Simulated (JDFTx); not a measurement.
System: TiC(100) (Fm-3m bulk; lattice of mp-631, not re-optimised at this level), 1x1 cell of 8 atoms in 4 planes (C/Ti outermost, slab composition Ti4C4), area 9.38 Å² a face, 6.6 Å between the outermost planes in a cell 22.5 Å high; k mesh 8×8×1, Fermi width 0.01 Ha, no spin polarisation. Whether this polymorph is the ambient one wasn't checked. Neither spin polarisation nor a larger cell was tried.

Level of theory: PBE, GBRV ultrasoft potentials, plane waves to 20/100 Ha; code: a modified build of JDFTx. Liquid on both sides: CANDLE, water, 0.5 M KF; nuclei fixed. 

Charging data:

```
U − U_pzc (V)  σ (μC/cm²)
-------------  ----------
0.00                 0.00
0.14                 1.59
0.49                 5.36
0.69                 7.56
0.89                 9.79
1.35                15.00
```

A calculation by hand: a check of Lippmann's equation. The grand free energy per area against the neutral slab, Δγ = [F(N) − F(N₀) − μ(N − N₀)]/2A, is taken from the total energies of the same runs.

```csv
U − U_pzc (V),Δγ (mJ/m²)
0.00,0.0
0.14,-1.2
0.49,-13.4
0.69,-26.3
0.89,-43.6
1.35,-100.3
```

Δγ is largest at zero charge and falls away from it, as dγ/dU = −σ demands. At 1.35 V the computed -100.3 mJ/m² stands beside -101.4 mJ/m² from the constant-capacitance formula.
